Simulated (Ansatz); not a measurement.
BaZrS₃:
```yaml
crystal:
  lattice:
    - [7.16241, 0.00000, 0.00000]
    - [0.00000, 10.03207, 0.00000]
    - [0.00000, 0.00000, 7.03025]
  atoms:
    - { symbol: Ba, position: [0.05130, 0.25000, 0.01140] }
    - { symbol: Ba, position: [0.94870, 0.75000, 0.98860] }
    - { symbol: Ba, position: [0.44870, 0.75000, 0.51140] }
    - { symbol: Ba, position: [0.55130, 0.25000, 0.48860] }
    - { symbol: Zr, position: [0.00000, 0.00000, 0.50000] }
    - { symbol: Zr, position: [0.50000, 0.00000, 0.00000] }
    - { symbol: Zr, position: [0.50000, 0.50000, 0.00000] }
    - { symbol: Zr, position: [0.00000, 0.50000, 0.50000] }
    - { symbol: S, position: [0.99296, 0.25000, 0.56500] }
    - { symbol: S, position: [0.00704, 0.75000, 0.43500] }
    - { symbol: S, position: [0.50704, 0.75000, 0.06500] }
    - { symbol: S, position: [0.49296, 0.25000, 0.93500] }
    - { symbol: S, position: [0.21019, 0.96589, 0.78999] }
    - { symbol: S, position: [0.78981, 0.03411, 0.21001] }
    - { symbol: S, position: [0.28981, 0.03411, 0.28999] }
    - { symbol: S, position: [0.71019, 0.96589, 0.71001] }
    - { symbol: S, position: [0.71019, 0.53411, 0.71001] }
    - { symbol: S, position: [0.28981, 0.46589, 0.28999] }
    - { symbol: S, position: [0.78981, 0.46589, 0.21001] }
    - { symbol: S, position: [0.21019, 0.53411, 0.78999] }
```

Relaxed with PBE.

### Question
Map the electron localisation function on the plane through (0.051, 0.250, 0.011) spanned by u = [1, 0, 0] and v = [0, 0, 1] in lattice vectors, from DFT-PBE in the program Ansatz with PAW potentials.

### Answer
x is the fraction of u, y of v (the angle between them is 90°; rows are the nearest grid lines); atoms in the plane: Ba at (0.00, 0.00), Ba at (0.50, 0.48), S at (0.94, 0.55), S at (0.44, 0.92).
```
|  .#@@*:.-#%@@%%#%@@@%#+:   .+%@@%:  |
|:-#@@@+..=%@@%=   +%@@%#=.   =%@@@#-:|
|#%@@@%-..+%@@%=   +%@@%#=.   :*@@@@%#|
|@@@%*-  .+%@@@%#*#@@@@%*-.    .-*#%@@|
|**+=:.  .=#%@@@@@@@@@%#+:      .:-=+*|
|..       :+#%%@@@@%%#+-.     ..:::...|
|=-:.     .-=*####*+=-:.     :=++**++=|
|@@%#+-.       .......     .-*%%@@@@@@|
|@@@%#+:       .:-====-.   .=#%@@@@@@@|
|#@@@%#=.   .-*%@@@@@@@%+. .+%@@@#-:=#|
|+%@@%#=.   :*%@@@@%@@@@#-..+%@@%=   +|
|#@@@%*-   .=%@@%=   =%@@*..=%@@%*:.-#|
|%@@%#+:   .+%@@%:   :#@@*:.-#@@@%#*#%|
|@@%#=:     -#@@@*: .*@@@*. .=#%@@@@@@|
|%%*=:      .+%@@@#*#@@@%=.  :+#%%%@@%|
|=-:.        .=#@@@@@@@#=.    ..-=+++=|
|..           .-*%%@@%*=.       ..:::.|
|                 ....                |
|                                     |
|%%#+-.        .....            .:+#%%|
|@@@%*-.     .:-===-:.         .-*%@@@|
|%%@@@%=.  :=*#%%%%%#*=.      .+%@@@%%|
|:-#@@%+. .-*%%@@@@@%%*-.     :#@@@#-:|
|  .#@@*:.-#%@@%%#%@@@%#+:   .+%@@%:  |
```
Scale: ten equal steps from 0.000 (start of ' ') to 0.895 (end of '@'), in the order ' .:-=+*#%@'; x runs from 0.000 to 1.00, y from 0.000 (bottom) to 1.00 (top).

The density is the valence pseudo-density with augmentation charge, so density and ELF within about 1 Å of a nucleus are not all-electron values.

Space group Pnma. The cell was relaxed with PBE under the symmetry of its start. The run is not spin-polarised. Scalar-relativistic: spin–orbit coupling is off unless named, which matters more the heavier the elements.

Potentials: the later of the program's two PAW sets.
